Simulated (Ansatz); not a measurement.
Values for one crystal, relaxed and computed with PBEsol (plane waves, PAW; program Ansatz); other levels are named.

| Property | Value |
|---|---|
| Volume per atom | 21.73 Å³ |
| Electronic character | metallic (no gap) |
| Density of states at the Fermi level | 0.40 states/eV per atom (mean over ±0.08 eV) |
| Pressure derivative B′ | 5.8 |
| Zone-centre stability | no imaginary mode at Γ |
| Bulk modulus (Birch–Murnaghan fit) | 66.8 GPa |
| Formation energy from the elements (no fitted shifts) | -0.060 eV/atom |

Pick the material that matches.
A) Al2Pt, fluorite or antifluorite type
B) ScAg, CsCl type
C) ScAg4, I4/m (Ag on 8h, Sc on 2a)
D) In2Ag, I4/mcm (In on 8h, Ag on 4a)

D, In2Ag, I4/mcm (In on 8h, Ag on 4a)

The workflow started from a Materials Project entry (that database holds measured and hypothetical structures alike); the Crystallography Open Database files this formula in space group No. 140, but the cells were not matched. Whether it is the stable phase at ambient conditions was not checked. Symmetry was held in the PBEsol relaxation. No spin polarisation was allowed. The references are the lowest solids computed at this level, not always the standard phases. Spin–orbit coupling is left out wherever it is not named.

Potentials: the later of the program's two PAW sets.
